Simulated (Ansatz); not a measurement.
Data:

InPd:
```
InPd
1.0
    3.24718     0.00000     0.00000
    0.00000     3.24718     0.00000
    0.00000     0.00000     3.24718
In Pd
1 1
Direct
  0.00000   0.00000   0.00000
  0.50000   0.50000   0.50000
```

This is the PBEsol-relaxed structure.

**Question.** All from PBEsol in the plane-wave PAW code Ansatz, unless another level is named. Estimate the bulk modulus (Birch–Murnaghan fit).

**Answer.** 135 GPa.

**Question.** Predict the highest zone-centre frequency.

**Answer.** 145 cm⁻¹.

Space group Pm-3m (CsCl type). The cell was relaxed with PBEsol under the symmetry of its start; of distortions, only those at the zone centre were tested. The run is not spin-polarised. As this level gives no gap, phonon frequencies hold no LO–TO term and depend on the k-mesh and smearing (Fermi–Dirac, 0.1 eV here).

Potentials: the later of the program's two PAW sets.
